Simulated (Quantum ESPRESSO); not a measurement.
Field gradients of KRb₃Br₄ from a PBE PAW density (pw.x of a modified build of Quantum ESPRESSO, JTH datasets) with the all-electron reconstruction of Petrilli and co-workers. The input of pw.x:

```
&CONTROL
  calculation = 'scf'
  prefix = 'x'
  pseudo_dir = './pseudo'
  outdir = './out'
  tprnfor = .true.
/
&SYSTEM
  ibrav = 0
  nat = 8
  ntyp = 3
  ecutwfc = 40
  ecutrho = 160
  occupations = 'fixed'
  nbnd = 36
/
&ELECTRONS
  conv_thr = 1e-11
/
ATOMIC_SPECIES
K 39.098 K.GGA_PBE-JTH.UPF
Br 79.904 Br.GGA_PBE-JTH.UPF
Rb 85.468 Rb.GGA_PBE-JTH.UPF
CELL_PARAMETERS angstrom
    6.957814017000     0.000000000000     0.000000000000
    0.000000000000     6.957814017000     0.000000000000
    0.000000000000     0.000000000000     6.957814017000
ATOMIC_POSITIONS crystal
K      0.000000000000     0.000000000000     0.000000000000
Br     0.500000000000     0.000000000000     0.000000000000
Rb     0.000000000000     0.500000000000     0.500000000000
Br     0.500000000000     0.500000000000     0.500000000000
Rb     0.500000000000     0.000000000000     0.500000000000
Br     0.000000000000     0.000000000000     0.500000000000
Rb     0.500000000000     0.500000000000     0.000000000000
Br     0.000000000000     0.500000000000     0.000000000000
K_POINTS automatic
4 4 4 0 0 0
```
The cell was made here from a computed Materials Project entry: one of 4 Rb replaced by K, cell and atoms relaxed (PBE without dispersion, pw.x of Quantum ESPRESSO, symmetry kept). The parent is RbBr in Fm-3m; whether this form has been observed was not checked. The swapped cell is a model, not a known phase. Stability against distortions was not tested.

Vzz is the sum of three terms, each taken along its main axis: the smooth valence density, the ions (nucleus and frozen core) with the augmentation charges of all other spheres, and the all-electron minus smooth density in the atom's own sphere. The split hangs on the datasets.  Cores are frozen. Against all-electron runs on small test molecules, this scheme's |Vzz| missed by −5 % on Br.

```tsv
site	smooth valence density	ions and other spheres	own sphere	Vzz (a.u.)
Br1 (atoms 2, 6, 8)	0.030	-0.025	…	…
```

### Question
Fill in the missing entries.

### Answer

- Br1 (atoms 2, 6, 8), own sphere: 0.202
- Br1 (atoms 2, 6, 8), Vzz (a.u.): 0.207
